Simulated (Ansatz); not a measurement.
Te2Mo:
```yaml
crystal:
  lattice:
    - [3.54189, 0.00000, 0.00000]
    - [-1.77095, 3.06737, 0.00000]
    - [0.00000, 0.00000, 7.90875]
  atoms:
    - { symbol: Te, position: [0.33333, 0.66667, 0.77312] }
    - { symbol: Te, position: [0.33333, 0.66667, 0.22688] }
    - { symbol: Mo, position: [0.00000, 0.00000, 0.00000] }
```

Relaxed with r²SCAN+D4.

Question: Give the Bader charges and basin volumes of the independent atoms, r²SCAN+D4 (plane waves, PAW; program Ansatz).

Answer: 

```tsv
atom	Bader charge (e)	Bader volume (Å³)
Te1	-0.34	34.8
Mo3	+0.68	16.1
```

Space group P-6m2. The first step of the workflow began from a Materials Project structure, measured or hypothetical; the Crystallography Open Database copy checked does not list it. It is not the phase usual at ambient conditions (space group No. 194). The r²SCAN+D4 relaxation kept the symmetry of its start; whether a distortion lowers the energy is not shown. The run is not spin-polarised. Spin–orbit coupling is left out wherever it is not named.

Potentials: the later of the program's two PAW sets.
